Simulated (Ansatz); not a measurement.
SbPt:
```cif
data_Pt2Sb2
_chemical_formula_sum 'Sb2 Pt2'
_space_group_name_H-M_alt 'P63/mmc'
_space_group_IT_number 194
_space_group_name_Hall '-P 6c 2c'
_cell_length_a 4.17384
_cell_length_b 4.17384
_cell_length_c 5.46416
_cell_angle_alpha 90.000
_cell_angle_beta 90.000
_cell_angle_gamma 120.000
loop_
_atom_site_label
_atom_site_type_symbol
_atom_site_symmetry_multiplicity
_atom_site_Wyckoff_symbol
_atom_site_fract_x
_atom_site_fract_y
_atom_site_fract_z
_atom_site_occupancy
Sb1 Sb 2 c 0.33333 0.66667 0.25000 1
Pt1 Pt 2 a 0.00000 0.00000 0.00000 1
```

Relaxed at zero pressure with PBEsol (plane waves, PAW; program Ansatz).

### Question
The volume is lowered by 6 % and shape and atoms relax at that volume. What pressure results, and how do the axes share the change?

### Answer
10.1 GPa; a -2.3 %, b -2.3 %, c -1.5 %; the energy rises by 37 meV/atom.

### Question
Give the new structure.

### Answer

Space group P6₃/mmc (No. 194); a = 4.078 Å, b = 4.078 Å, c = 5.382 Å, α = 90.00°, β = 90.00°, γ = 120.00°

| atom | site | symmetry | x | y | z |
|---|---|---|---|---|---|
| Sb | 2c | -6m2 | 0.3333 | 0.6667 | 0.2500 |
| Pt | 2a | -3m. | 0.0000 | 0.0000 | 0.0000 |

The phase is kept; no other phase was compared at this pressure.

Space group P6_3/mmc (NiAs type). The workflow started from a Materials Project entry (that database holds measured and hypothetical structures alike); the Crystallography Open Database files this formula in space group No. 194, but the cells were not matched. Its standing as an ambient phase is unchecked. The PBEsol relaxation kept the symmetry of its start; its stability against distortions is not shown here. The run is not spin-polarised. Spin–orbit coupling is left out wherever it is not named.

Potentials: the later of the program's two PAW sets.
